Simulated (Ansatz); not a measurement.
Relaxed-ion elastic tensor of AlCu (CsCl type, Pm-3m) in GPa (Voigt order), the program Ansatz at the r²SCAN level (PAW); density 5.82 g/cm³, 12.92 Å³ per atom.

```tsv
	1	2	3	4	5	6
1	122	139	139	0.0	0.0	0.0
2	139	122	139	0.0	0.0	0.0
3	139	139	122	0.0	0.0	0.0
4	0.0	0.0	0.0	57.2	0.0	0.0
5	0.0	0.0	0.0	0.0	57.2	0.0
6	0.0	0.0	0.0	0.0	0.0	57.2
```

Is the crystal mechanically stable?

No: the smallest eigenvalue of C is -17.6 GPa.

The first step of the workflow began from a Materials Project structure, measured or hypothetical; the Crystallography Open Database copy checked does not list it. COD files the formula under space group No. 12. Its standing as an ambient phase is unchecked. Symmetry was held in the r²SCAN relaxation. At this level the phase is mechanically unstable. The run is not spin-polarised. As this level gives no gap, shear constants depend on the k-mesh and smearing (Fermi–Dirac, 0.1 eV here).

Potentials: the later of the program's two PAW sets.
